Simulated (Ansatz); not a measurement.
Computed properties of InAs

InAs in space group Pm-3n (No. 223; In on 6c, As on 6d), a = b = c = 7.6201 Å, α = β = γ = 90.00°.

Space group Pm-3n (No. 223); conventional cell a = b = c = 7.6201 Å, α = β = γ = 90.00°.

Method: plane-wave PAW PBE (Ansatz code). The cell and atoms are relaxed at this level. Other levels are named where they apply.

Cell and energy:

```yaml
volume_per_atom: 36.87 Å³
density: 4.27 g/cm³
Formation energy from the elements (no fitted shifts): -0.12 eV/atom
```

Electronic structure:

```yaml
electronic_character: no gap, with almost no states at the Fermi level (zero-gap or semimetallic)
Density of states at the Fermi level: 0.01 states/eV per atom (mean over ±0.08 eV)
Gap with spin–orbit coupling: none (metallic)
```

Mechanics:

```yaml
Bulk modulus (Birch–Murnaghan fit): 37.2 GPa
Pressure derivative B′: 4.8
```

The start of the workflow was typed in or built on a structure type; neither database checked (COD, Materials Project) lists it. It is not the phase usual at ambient conditions (space group No. 216). The cell was relaxed with PBE under the symmetry of its start; its stability against distortions is not shown here. The volume moved by 31 % from the start of the relaxation. A small band overlap can be real or an error of a semilocal functional. The references are the lowest solids computed at this level, not always the standard phases. Spin–orbit coupling is left out wherever it is not named.

Potentials: the earlier of the program's two PAW sets.
